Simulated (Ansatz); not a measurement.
# Structure types of Li compared at 17 GPa

Structure types of Li are relaxed in primitive cells with their symmetry kept at 17 GPa, on PAW files; LAPW relaxes the small cells further and takes the PAW cell for the others (marked *). The enthalpy is E + pV at zero temperature, without zero-point motion. Only the types listed were tried, and differences under about 5 meV/atom are mesh noise. The real phase may be another.

Level of theory: DFT with PBEsol, scalar-relativistic, in Ansatz 0.2.0; Fermi–Dirac smearing of 0.08 eV, no spin polarisation. LAPW: all electrons, basis error target 0.5 meV/atom; PAW: frozen-core files, cutoff 420 eV.

k meshes: fcc 18×18×18, bcc 19×19×19, hcp 17×17×9, diamond 13×13×13, hP4 11×11×7, beta tin 18×18×18.

The PAW files were made under PBE.

Problem. Which type is lowest in enthalpy, and by how much?

Solution. fcc, 3 meV/atom below dhcp, which is within the noise of the k meshes. The whole table:

| start type | ends as | a, b, c (Å) | V (Å³/atom) | H − H(lowest), LAPW (meV/atom) | same, PAW |
| --- | --- | --- | --- | --- | --- |
| fcc | fcc, Fm-3m | 3.631, 3.631, 3.631 | 11.97 | 0.0 | 0.0 |
| bcc | bcc, Im-3m | 2.887, 2.887, 2.887 | 12.03 | 11.0 | 11.0 |
| hcp | hcp, P6_3/mmc | 2.564, 2.564, 4.213 | 11.99 | 5.2 | 5.2 |
| diamond | diamond, Fd-3m | 4.495, 4.495, 4.495 | 11.35 | 556.0 | 556.4 |
| hP4* | dhcp, P6_3/mmc | 2.546, 2.546, 8.537 | 11.98 | 3.5 | 3.5 |
| beta tin | beta tin, I4_1/amd | 4.398, 4.398, 2.433 | 11.76 | 61.0 | 61.0 |
